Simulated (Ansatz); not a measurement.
# Magnetic orders of Cr3PtC

Computed with DFT PBE, scalar-relativistic, plane waves, PAW (Ansatz 0.2.0).

```cif
data_structure
_symmetry_space_group_name_H-M 'P 1'
_symmetry_Int_Tables_number 1
_cell_length_a 3.8520
_cell_length_b 3.8520
_cell_length_c 3.8520
_cell_angle_alpha 90.000
_cell_angle_beta 90.000
_cell_angle_gamma 90.000
_cell_volume 57.16
loop_
_atom_site_label
_atom_site_type_symbol
_atom_site_fract_x
_atom_site_fract_y
_atom_site_fract_z
_atom_site_occupancy
Pt1 Pt 0.00000 0.00000 0.00000 1
C1 C 0.50000 0.50000 0.50000 1
Cr1 Cr 0.50000 0.50000 0.00000 1
Cr2 Cr 0.50000 0.00000 0.50000 1
Cr3 Cr 0.00000 0.50000 0.50000 1
```

| Property | Result |
| --- | --- |
| plane-wave cutoff | 420 eV |
| Γ-centred k-mesh | 10×10×10 |
| occupation rule | Gaussian smearing, 0.1 eV |
| list of starting moments (μB, in atom order) | 0 0 4.5 4.5 4.5 |
| check for lower electronic states after the SCF | off |

Each order was relaxed in cell and atoms. Signs run over the atoms with starting moments. Site moments are spin moments in atom-centred spheres that scale with the neighbour distance. The states are those that the runs reached from these starts; a lower one can exist.

Problem. Starts tried: no spin; large parallel starting moments; ferrimagnetic in the cell, signs ++-. Which state comes out lowest, and what are the moments?

Solution. The lowest state is ferrimagnetic, reached from the start “ferrimagnetic in the cell, signs ++-”, with site moments (μB) Cr +1.11 (×2), Cr -1.47.

| start | ends | energy above lowest (meV/atom) | site moments (μB) | gap on mesh (eV) | volume (Å³/atom) |
| --- | --- | --- | --- | --- | --- |
| no spin | non-magnetic | 46.2 | none over 0.05 | metal | 11.43 |
| large parallel starting moments | non-magnetic | 46.2 | none over 0.05 | metal | 11.43 |
| ferrimagnetic in the cell, signs ++- | ferrimagnetic | 0.00 | Cr +1.11 (×2), Cr -1.47 | metal | 11.75 |

Cost: 3 runs of about 7.5 core-minutes in all, on Arm Neoverse V1 (shared hosts).